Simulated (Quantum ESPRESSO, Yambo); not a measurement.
AuPO4 (space group C2/c, No. 15). The geometry is that of Materials Project entry mp-1095283, symmetrised and not relaxed again. Chain: norm-conserving PBEsol (Quantum ESPRESSO, 84 Ry, scalar-relativistic); G0W0 in Yambo (2×2×2 Γ-centred k mesh, bands 9 to 262 and a 7 Ry block in the screening, 262 bands in G with the Bruneval-Gonze terminator, plasmon pole fitted at 27.2 eV); BSE (4×4×4 mesh, 27 valence and 5 conduction bands, static screening with 110 bands and a 3 Ry block, scissor 2.10 eV, Tamm-Dancoff).

```
Property                                                        Result
-------------------------------------------------------------  -------
PBEsol gap (dense path)                                        1.80 eV
PBEsol gap (-0.5, -0.5, 0) → (-0.5, -0.5, 0) on the GW mesh    1.80 eV
PBEsol smallest direct gap on the GW mesh, at (-0.5, -0.5, 0)  1.80 eV
G0W0 direct gap at that point                                  3.91 eV
G0W0 correction to the gap (-0.5, -0.5, 0) → (-0.5, -0.5, 0)   2.10 eV
direct gap on the BSE mesh, with the scissor                   3.91 eV
first BSE state allowed for light along x                      3.44 eV
lowest BSE state                                               2.45 eV
binding of the lowest exciton                                  1.46 eV
```

Rough cost of the Yambo steps against G0W0 for 14 states: BSE about 3×.

Nearest settings tried, and what they do to the gap: 176 bands in W, 176 bands in G: +18 meV; 6 Ry block (289 vectors against 363): -12 meV; 2×2×1 mesh: +71 meV. So the settings aren't converged at that level. The k mesh is coarse. The BSE states are vertical excitations (zero momentum). Convergence of the binding with the mesh was not shown. Axes are Cartesian, with cell vectors (Å) (3.88, -2.83, 0.00), (3.88, 2.83, 0.00), (-0.99, 0.00, 7.70).

Without spin-orbit coupling, band edges of such heavy elements can be off by tenths of an eV.

The structure is a Materials Project entry; no match was found in the copy of COD used, and its stability was not checked.
